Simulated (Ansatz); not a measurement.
K2S (anti-fluorite), relaxed with LDA (Ansatz, a first-principles code, plane waves, PAW): a = b = c = 7.1902 Å, α = β = γ = 90.00°.

| Item | Value |
|---|---|
| gap (eV) | 2.31 |
| ΔH_f (eV/atom) | -1.15 |

Question: The same phase is relaxed and computed with PBE in the same code. What are the cell and these values now?

Answer: a = b = c = 7.4621 Å, α = β = γ = 90.00°.

gap (eV): 2.32
ΔH_f (eV/atom): -1.08

All cells were relaxed under the symmetry of their starts (and spin orders); stability against distortions was not tested throughout.

Potentials: the later of the program's two PAW sets.

Ansatz is a plane-wave DFT program.

Formation energies count from the lowest solids of the elements computed at the same level, not from gases.
